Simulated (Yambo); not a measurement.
CaC$_{2}$ (space group I4/mmm, No. 139): one transition space (10×10×10 mesh, 4 valence and 3 conduction bands, Tamm-Dancoff) with different kernels in Yambo, on PBEsol orbitals; field along x. BSE alone uses the static screening with 26 bands and a 4 Ry block; its scissor and those of RPA and TDDFT come from G0W0, that of the TDHF-type run from bare exchange. Axes are Cartesian, with cell vectors (Å) (-1.91, 1.91, 3.17), (1.91, -1.91, 3.17), (1.91, 1.91, -3.17).

```csv
kernel,scissor (eV),direct gap with it (eV),lowest state (eV),rough cost
BSE (screened electron-hole attraction),1.94,4.10,3.66 (dark),1 (with the screening)
"TDHF-type (unscreened attraction, exchange-only scissor)",8.70,10.85,6.35 (dark),about 1/3
RPA (no attraction),1.94,4.10,4.10 (dark),about 1/4
```

Costs are rough.

RPA leaves the lowest state at the direct gap: no bound exciton. These are vertical excitations (zero momentum); the indirect quasiparticle gap, about 2.84 eV, is smaller than the direct one (4.10 eV on the GW mesh). Spin singlets only. Strong means a line over 3 % of the spectrum's maximum, dark under 0.03 %. Absolute energies carry the error of the G0W0 scissor, whose convergence isn't established; the long-wavelength screening was taken along (1,1,1) although the crystal is anisotropic. On a 6×6×6 mesh the BSE binding is 0.48 eV.

Geometry relaxed with PBEsol; primitive cell a = b = c = 4.1637 Å, α = β = 125.39°, γ = 80.89°.

The structure is a Materials Project entry; no match was found in the copy of COD used, and its stability was not checked.
